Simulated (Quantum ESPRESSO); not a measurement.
Parts of the isotropic shielding in BaSrYNbO$_{6}$, by GIPAW with PBE in a modified build of Quantum ESPRESSO, on JTH PAW datasets, 22.5 Ha, k-mesh 4×4×4 shifted:

```
BaNbSrYO6
1.0
    0.00000     4.16742     4.29499
    4.29499     0.00000     4.29499
    4.29499     4.16742     0.00000
Ba Sr Y Nb O
1 1 1 1 6
Cartesian
  2.14749   2.08371   2.14749
  6.44248   6.25112   6.44248
  4.29499   4.16742   4.29499
  0.00000   0.00000   0.00000
  2.02461   4.16742   4.29499
  4.29499   6.36072   4.29499
  6.56537   4.16742   4.29499
  4.29499   1.97411   4.29499
  4.29499   4.16742   6.56537
  4.29499   4.16742   2.02461
```
The cell was made here from a computed Materials Project entry: strained by -2 % along the cube axis and by +1 % across it, atoms relaxed (PBE without dispersion, pw.x of Quantum ESPRESSO, symmetry kept). The parent is BaSrYNbO6 in F-43m; whether this form has been observed was not checked. Stability against distortions was not tested. The run has no spin polarisation.

The core term is that of the free atom's frozen core; the paramagnetic column sums the reconstruction terms. Shieldings are absolute and leave out the bulk-susceptibility term; a larger σ means a smaller chemical shift. By our sweeps, such settings leave a few ppm in absolute σ on light atoms and up to some 20 ppm from Zn on. Spin–orbit coupling is left out; its weight grows with the heaviest atom, Ba here.

```json
[
 {"site": "Ba (atom 1)", "core": "6129.8", "bare (smooth current)": "103.8", "diamagnetic correction": "-43.8", "paramagnetic corrections": "…", "σ_iso (ppm)": "…"},
 {"site": "Sr (atom 2)", "core": "3441.1", "bare (smooth current)": "104.1", "diamagnetic correction": "-5.8", "paramagnetic corrections": "…", "σ_iso (ppm)": "…"},
 {"site": "Y (atom 3)", "core": "3554.4", "bare (smooth current)": "73.0", "diamagnetic correction": "1.9", "paramagnetic corrections": "…", "σ_iso (ppm)": "…"},
 {"site": "Nb (atom 4)", "core": "3782.1", "bare (smooth current)": "-0.5", "diamagnetic correction": "35.5", "paramagnetic corrections": "…", "σ_iso (ppm)": "…"},
 {"site": "O1 (atoms 5, 7, 9, 10)", "core": "271.1", "bare (smooth current)": "-39.7", "diamagnetic correction": "25.9", "paramagnetic corrections": "…", "σ_iso (ppm)": "…"},
 {"site": "O2 (atoms 6, 8)", "core": "271.1", "bare (smooth current)": "-43.2", "diamagnetic correction": "26.0", "paramagnetic corrections": "…", "σ_iso (ppm)": "…"}
]
```

Problem. What belongs in the gaps?

Solution. 
- Ba (atom 1), paramagnetic corrections: -1154.8
- Ba (atom 1), σ_iso (ppm): 5034.9
- Sr (atom 2), paramagnetic corrections: -467.0
- Sr (atom 2), σ_iso (ppm): 3072.3
- Y (atom 3), paramagnetic corrections: -1344.2
- Y (atom 3), σ_iso (ppm): 2285.1
- Nb (atom 4), paramagnetic corrections: -3544.7
- Nb (atom 4), σ_iso (ppm): 272.4
- O1 (atoms 5, 7, 9, 10), paramagnetic corrections: -434.6
- O1 (atoms 5, 7, 9, 10), σ_iso (ppm): -177.4
- O2 (atoms 6, 8), paramagnetic corrections: -446.8
- O2 (atoms 6, 8), σ_iso (ppm): -192.9
